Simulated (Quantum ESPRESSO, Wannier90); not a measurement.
# Te (R-3m), plane waves to Wannier functions

```
begin unit_cell_cart
ang
    2.3059050828    1.3313149203    1.6909530000
   -2.3059050828    1.3313149203    1.6909530000
    0.0000000000   -2.6626298406    1.6909530000
end unit_cell_cart
begin atoms_frac
Te   0.5000000000  0.5000000000  0.5000000000
end atoms_frac
```

Structure: Materials Project mp-1178932, symmetrised, not relaxed again. Not found in the COD (Crystallography Open Database) copy used, which has the formula in other groups; not checked further. Computed values, not measurements, from PBEsol: Quantum ESPRESSO (norm-conserving PseudoDojo potentials, cutoff 66 Ry, no spin polarisation, no spin-orbit coupling) on a Γ-centred 10×10×10 mesh, then Wannier90. Density: 10×10×10 mesh, cold smearing 0.01 Ry. Spin-orbit coupling is left out although heavy elements are present.

A tight-binding model is made by disentanglement and projection with no localisation steps (num_iter = 0), so the 4 orbitals stay atom-like: hydrogen-like Te: s;p, axes along x, y, z; frozen window up to 1.50 eV relative to the Fermi level. It follows pw.x to 7.8 meV rms for states up to 1.0 eV relative to the Fermi level. Matrix elements depend on this choice of orbitals and windows.

Question: What are the on-site energies relative to the Fermi level, and how fast do the hoppings decay?

Answer: 
```tsv
atom	orbitals	energy (eV)
Te1	s	-10.86
Te1	pz	-1.79
Te1	px py	-1.73
```

| distance of the centres (Å) | largest modulus (eV) |
|---|---|
| 3–4 | 1.1 |
| 4–5 | 0.11 |
| 5–6 | 0.052 |
| 6–7 | 0.20 |
| 7–8 | 0.0082 |
| 8–9 | 0.0036 |
| 9–10 | 0.047 |
| 10–11 | 0.0025 |
| 11–12 | 0.00098 |
| 12–13 | 0.016 |
